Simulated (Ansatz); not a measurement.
TaF₃:
```xyz
4
Lattice="4.0900 0.0000 0.0000 0.0000 4.0900 0.0000 0.0000 0.0000 4.0900" Properties=species:S:1:pos:R:3 pbc="T T T"
Ta     0.0000     0.0000     0.0000
F      2.0450     0.0000     0.0000
F      0.0000     2.0450     0.0000
F      0.0000     0.0000     2.0450
```

Relaxed with r²SCAN. Special points in fractions of this cell's reciprocal vectors: Γ (0.000, 0.000, 0.000); X (0.000, 0.500, 0.000); M (0.500, 0.500, 0.000); R (0.500, 0.500, 0.500).

List the band energies nearest the Fermi level at these points for the program Ansatz at the r²SCAN level (PAW).

In eV from the Fermi level; about four levels below and three above (degenerate sets whole), none deeper than 8.9 eV; points with the same levels are listed once.

```json
[
 {"k": "Γ", "below": "-0.92 -0.92 -0.92 -0.01", "above": "2.22 2.22 8.06"},
 {"k": "X", "below": "-8.83 -8.83 -0.86", "above": "0.29 0.29 2.18"},
 {"k": "M", "below": "-8.29", "above": "0.36 0.36 1.21"},
 {"k": "R", "below": "-8.29 -8.29 -8.29", "above": "1.37 1.37 1.37"}
]
```

Space group Pm-3m (ReO3 type). The workflow started from an entry of the Crystallography Open Database (COD). Its standing as an ambient phase is unchecked. The cell was relaxed with r²SCAN under the symmetry of its start. At this level the phase is mechanically unstable. The run is not spin-polarised. The volume moved by 15 % from the start of the relaxation. Scalar-relativistic: spin–orbit coupling is off unless named, which matters more the heavier the elements.

Potentials: the later of the program's two PAW sets.
